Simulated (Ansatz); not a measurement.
Relaxed Rh (fcc, Cu type):

```
Rh
1.0
    3.83026     0.00000     0.00000
    0.00000     3.83026     0.00000
    0.00000     0.00000     3.83026
Rh
4
Cartesian
  0.00000   0.00000   0.00000
  1.91513   1.91513   0.00000
  1.91513   0.00000   1.91513
  0.00000   1.91513   1.91513
```

Two-dimensional scan of atom 1 (Rh, nearest neighbour Rh at 2.708 Å; its periodic images, 3.8 Å or more away, move with it): u runs along (1.000, 0.000, 0.000), v along (0.000, 0.000, 1.000) (Cartesian). Cell and other atoms are fixed.

Calculation: PBE (plane waves to 420 eV, PAW, scalar-relativistic; Ansatz, a first-principles code). k mesh 10×10×10 (Γ-centred), Fermi-Dirac smearing 0.05 eV. The energy includes the smearing's −TS. Points where atoms come too close for the PAW data are left out (x in tables, blank in figures). With partly filled bands, energies and forces of such displacements shift with the k mesh and the smearing. Rh is run without spin polarisation. Rh was relaxed with its symmetry unable to fall. The PAW data are Ansatz's earlier set. The last digit holds for this mesh only.

Changes of ΔE (meV/cell) from the point u = 0.000 Å, v = 0.000 Å when one coordinate moves alone (two changes are said to add if the coupling is within 5 % of the smaller one, nearly so within 20 %):

| point | change |
|---|---|
| u = 0.000 Å, v = -0.410 Å | 962.2 |
| u = 0.000 Å, v = -0.273 Å | 411.5 |
| u = 0.000 Å, v = -0.137 Å | 101.3 |
| u = -0.410 Å, v = 0.000 Å | 962.2 |
| u = -0.273 Å, v = 0.000 Å | 411.5 |
| u = -0.137 Å, v = 0.000 Å | 101.3 |
| u = 0.137 Å, v = 0.000 Å | 101.3 |
| u = 0.273 Å, v = 0.000 Å | 411.5 |
| u = 0.410 Å, v = 0.000 Å | 962.2 |
| u = 0.000 Å, v = 0.137 Å | 101.3 |
| u = 0.000 Å, v = 0.273 Å | 411.5 |
| u = 0.000 Å, v = 0.410 Å | 962.2 |

Question: What is the change at u = 0.137 Å, v = 0.273 Å, where both move, and how far is it from the sum?

Answer: The sum of the single changes is 101.3 + (411.5) = 512.8; the calculation gives 534.1, so the coupling contributes 21.3 (over 20 % of the smaller single change, not additive).

Question: Do the two effects add at u = -0.273 Å, v = -0.273 Å? Give the computed change.

Answer: The sum of the single changes is 411.5 + (411.5) = 823.0; the calculation gives 909.3, so the coupling contributes 86.3 (over 20 % of the smaller single change, not additive).

(A displaced cell: forces are minus the slopes of the energy, force constants its curvatures, and phonons follow from these.)
